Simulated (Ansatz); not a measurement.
## Is this TaTiGe₄ structure stable?

It was reached by relaxing an invented guess, and it needn't be the stable form of this composition.

All numbers below come from DFT PBE, scalar-relativistic, plane waves, PAW (Ansatz 0.2.0). The final run on the 6-atom cell used 420 eV, a Γ-centred 10×10×10 mesh, 0.10 eV smearing and no spin polarisation.

```yaml
crystal:
  lattice:
    - [0.00000, 4.35068, 4.43434]
    - [2.53549, 0.00000, 4.43434]
    - [2.53549, 4.35068, 0.00000]
  atoms:
    - { symbol: Ti, position: [0.50000, 0.50000, 0.50000] }
    - { symbol: Ta, position: [0.75000, 0.75000, 0.75000] }
    - { symbol: Ge, position: [0.08369, 0.41631, 0.08369] }
    - { symbol: Ge, position: [0.16180, 0.83820, 0.16180] }
    - { symbol: Ge, position: [0.83820, 0.16180, 0.83820] }
    - { symbol: Ge, position: [0.41631, 0.08369, 0.41631] }
```

Energies over the elements count from the elements' standard structures at the same level, with no fitted energy shifts.

Q: These tests were run: energy against the elements; phonons at Γ. What do they show?

A:

```
                       test                       result
energy against the elements                −0.31 eV/atom
               phonons at Γ  lowest optical mode 82 cm⁻¹
```

It fails none of these tests. Other phases of the system weren't compared here, so this isn't yet thermodynamic stability. Phonons away from Γ weren't computed.

These runs have no spin–orbit coupling, which can matter for Ta. The run for the phonons used a 10×10×10 k mesh and Fermi–Dirac smearing of 0.15 eV.
